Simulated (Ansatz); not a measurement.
BAs:
```cif
data_As3B3
_chemical_formula_sum 'B3 As3'
_space_group_name_H-M_alt 'P 1'
_space_group_IT_number 1
_cell_length_a 3.42900
_cell_length_b 3.42900
_cell_length_c 7.40259
_cell_angle_alpha 90.000
_cell_angle_beta 90.000
_cell_angle_gamma 120.000
loop_
_space_group_symop_operation_xyz
  'x, y, z'
loop_
_atom_site_label
_atom_site_type_symbol
_atom_site_fract_x
_atom_site_fract_y
_atom_site_fract_z
_atom_site_occupancy
B1 B 0.50000 0.00000 0.50000 1
B2 B 0.00000 0.50000 0.16667 1
B3 B 0.50000 0.50000 0.83333 1
As1 As 0.50000 0.00000 0.00000 1
As2 As 0.00000 0.50000 0.66667 1
As3 As 0.50000 0.50000 0.33333 1
```

Relaxed with the program Ansatz at the PBEsol level (PAW). Indices refer to the conventional cell of P6_222, a = b = 3.429 Å, c = 7.403 Å, α = β = 90.00°, γ = 120.00°.

Simulate the powder diffraction pattern (Cu Kα, λ = 1.54184 Å; lines above 1 %) up to 2θ = 90°.

Simulated powder pattern, Cu Kα, λ = 1.54184 Å (kinematic, ideal powder, no thermal factors, no anomalous dispersion; the 30 strongest lines at most, above 1 %, up to 2θ = 90°):

| 2θ (°) | d (Å) | I/Imax (%) | hkl |
|---|---|---|---|
| 30.09 | 2.970 | 24 | (1 0 -1 0) |
| 32.49 | 2.756 | 100 | (1 0 -1 1) |
| 36.41 | 2.468 | 28 | (0003) |
| 38.88 | 2.316 | 92 | (1 0 -1 2) |
| 47.93 | 1.898 | 8.6 | (1 0 -1 3) |
| 53.44 | 1.714 | 4.5 | (1 1 -2 0) |
| 54.97 | 1.670 | 23 | (1 1 -2 1) |
| 58.79 | 1.571 | 27 | (1 0 -1 4) |
| 59.41 | 1.556 | 26 | (1 1 -2 2) |
| 62.56 | 1.485 | 25 | (2 0 -2 0) |
| 66.40 | 1.408 | 3.3 | (1 1 -2 3) |
| 71.16 | 1.325 | 11 | (1 0 -1 5) |
| 74.60 | 1.272 | 21 | (2 0 -2 3) |
| 75.61 | 1.258 | 13 | (1 1 -2 4) |
| 77.34 | 1.234 | 4.4 | (0006) |
| 85.16 | 1.139 | 2.3 | (1 0 -1 6) |
| 86.76 | 1.122 | 2.2 | (2 1 -3 0) |
| 86.94 | 1.121 | 6.3 | (1 1 -2 5) |
| 88.01 | 1.110 | 12 | (2 1 -3 1) |

The start of the workflow was typed in or built on a structure type; neither database checked (COD, Materials Project) lists it. It is not the phase usual at ambient conditions (space group No. 216). Symmetry was held in the PBEsol relaxation; of distortions, only those at the zone centre were tested. Its formation energy is positive at this level, so the cell may be metastable or incomplete.

Potentials: the earlier of the program's two PAW sets.
